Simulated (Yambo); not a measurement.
```
SnS2
1.0
    3.66511     0.00000     0.00000
   -1.83255     3.17408     0.00000
    0.00000     0.00000    15.90000
S Sn
2 1
Direct
  0.66667   0.33333   0.90668
  0.33333   0.66667   0.09332
  0.00000   0.00000   0.00000
```

Workflow: PBE (stringent potentials; pw.x of Quantum ESPRESSO, ONCV potentials, no spin-orbit coupling), then G0W0 in Yambo (6×6×1 Γ-centred k mesh, bands 5 to 125 and a 6 Ry block in the screening, 125 bands in G with the Bruneval-Gonze terminator, plasmon pole fitted at 27.2 eV, slab-truncated Coulomb interaction, stochastic integration of W near q = 0).

Q: Give the PBE and G0W0 gaps between the band edges found on this mesh, and say where the edges lie.

A: Edges: (0, 0.167) → M. PBE: 1.57 eV; G0W0: 3.09 eV. Convergence of the G0W0 settings was not tested. Spin-orbit splittings are left out.

Geometry relaxed with PBE+D3(BJ).
